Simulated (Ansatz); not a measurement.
Electric field gradients in Y2C

Theory: DFT PBEsol, scalar-relativistic, plane waves, PAW (Ansatz). Settings: 420 eV plane-wave cutoff, Γ-centred 12×12×12 mesh, Fermi-Dirac smearing of 0.15 eV. No spin polarisation.

The cell, relaxed at this level:
```
CELL_PARAMETERS angstrom
1.78417 1.03009 6.07383
-1.78417 1.03009 6.07383
0.00000 -2.06019 6.07383
ATOMIC_POSITIONS crystal
Y 0.26025 0.26025 0.26025
Y 0.73975 0.73975 0.73975
C 0.00000 0.00000 0.00000
```

In a metal these results depend on the k mesh and the smearing. Spin–orbit coupling is left out, which matters for gradients at heavy nuclei.

**Question.** Give V_zz (10²¹ V/m²) and the asymmetry η at each distinct site.

**Answer.**
```
      atom V_zz     η
Y (atom 1)  -0.925  0.00
C (atom 3)   0.627  0.00
```

Cost: 1 run of about 0.15 core-minutes, on Arm Neoverse V2 (shared hosts).